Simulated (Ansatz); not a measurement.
The start is a generated cell, W built in the AFLOW prototype A_cI16_206_c (as in Si). The cell and all atomic positions are relaxed at zero pressure with PBE (plane waves to 420 eV, PAW, scalar-relativistic; Ansatz, a quantum-chemistry and plane-wave program). The first steps use a coarse 7×7×7 k-mesh.

The start:
```
W
1.0
   -3.16000     3.16000     3.16000
    3.16000    -3.16000     3.16000
    3.16000     3.16000    -3.16000
W
8
Direct
  0.29980   0.29980   0.29980
  0.50000   0.00000   0.20020
  0.00000   0.20020   0.50000
  0.20020   0.50000   0.00000
  0.70020   0.70020   0.70020
  0.50000   0.00000   0.79980
  0.00000   0.79980   0.50000
  0.79980   0.50000   0.00000
```

* **Outcome**: The space group stays Ia-3 (No. 206) (the run could not lower it); the end is AFLOW prototype A_cI16_206_c (as in Si), with 8 atoms in the primitive cell
* **Energy released**: about 1.5 eV/atom
* **Volume change**: +35.7 %, from 15.78 to 21.40 Å³/atom
* **Band gap at the end**: zero (metallic)
* **Optimiser moves**: 6

It ends as:

```cif
data_W16
_chemical_formula_sum 'W16'
_space_group_name_H-M_alt 'Ia-3'
_space_group_IT_number 206
_space_group_name_Hall '-I 2b 2c 3'
_cell_length_a 6.99645
_cell_length_b 6.99645
_cell_length_c 6.99645
_cell_angle_alpha 90.000
_cell_angle_beta 90.000
_cell_angle_gamma 90.000
loop_
_atom_site_label
_atom_site_type_symbol
_atom_site_symmetry_multiplicity
_atom_site_Wyckoff_symbol
_atom_site_fract_x
_atom_site_fract_y
_atom_site_fract_z
_atom_site_occupancy
W1 W 16 c 0.14190 0.14190 0.14190 1
```
(The calculation used a cell of 8 atoms; values per cell refer to that cell.)

Final values are on a 10×10×10 k-mesh of the relaxed cell. The start holds a very short contact (W–W 2.19 Å). No spin polarisation in the result.

The run could not lose the symmetry of its start, so the end can be a saddle point.

The relaxed structure here is a generated cell of W: the first start was made by placing the elements on the sites of a structure type, and the end was not matched to a known phase here, so it may be hypothetical. Known forms of W include space group No. 229.
